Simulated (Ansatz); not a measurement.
# Property card for Be

Be:
```
Be
1.0
    0.00000     1.57889     1.57889
    1.57889     0.00000     1.57889
    1.57889     1.57889     0.00000
Be
1
Direct
  0.00000   0.00000   0.00000
```

Space group Fm-3m (No. 225), fcc (Cu type); conventional cell a = 3.1578 Å, b = 3.1578 Å, c = 3.1578 Å, α = 90.00°, β = 90.00°, γ = 90.00°.

Method: the program Ansatz at the r²SCAN level (PAW). The cell and atoms are relaxed at this level. Other levels are named where they apply.

### Cell and energy

```
Item                  Value
---------------  ----------
Volume per atom     7.87 Å³
Density          1.90 g/cm³
```

### Electronic structure

```
Item                                                                        Result
------------------------------------  --------------------------------------------
Electronic character                                             metallic (no gap)
Density of states at the Fermi level  0.10 states/eV per atom (mean over ±0.08 eV)
```

### Mechanics

```
Quantity                                                                       Value
--------------------------------------------  --------------------------------------
Bulk modulus (Birch–Murnaghan fit)                                           122 GPa
Pressure derivative B′                                                           3.4
Elastic constants (relaxed ions, GPa)               C11 = 218, C12 = 71.8, C44 = 141
Mechanical stability                          stable (all eigenvalues of C positive)
Hill bulk and shear moduli                                           121 and 108 GPa
Young's modulus                                                              250 GPa
Poisson's ratio                                                                 0.15
Debye temperature from the elastic constants                                  1240 K
```

The start of the workflow was typed in or built on a structure type; neither database checked (COD, Materials Project) lists it. It is not the phase usual at ambient conditions (space group No. 194). Symmetry was held in the r²SCAN relaxation; its stability against distortions is not shown here. As this level gives no gap, shear constants depend on the k-mesh and smearing (Fermi–Dirac, 0.1 eV here).

Potentials: the earlier of the program's two PAW sets.
